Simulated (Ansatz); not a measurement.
P₂W in space group Cmc2_1 (No. 36; P on 4a, P on 4a, W on 4a) under volume change, the program Ansatz at the r²SCAN level (PAW), shape and atoms relaxed at each volume.

```tsv
V (Å³/atom)	E − E(relaxed) (meV/atom)	P (GPa)
13.459	86.4	22.46
13.903	36.4	13.84
14.347	8.6	6.40
14.790	0.0	0.00
15.234	7.8	-5.47
15.678	29.6	-10.14
16.122	63.3	-14.09
```

### Question
What does a third-order Birch–Murnaghan fit give for V₀, B₀ and B′?

### Answer
V₀ = 14.79 Å³/atom, B₀ = 196 GPa, B′ = 4.1.

The first step of the workflow began from a Materials Project structure, measured or hypothetical; the Crystallography Open Database files this formula in space group No. 36, but the cells were not matched. Whether it is the stable phase at ambient conditions was not checked. The cell was relaxed with r²SCAN under the symmetry of its start; its stability against distortions is not shown here. No spin polarisation was allowed. Scalar-relativistic: spin–orbit coupling is off unless named, which matters more the heavier the elements.

Potentials: the earlier of the program's two PAW sets.
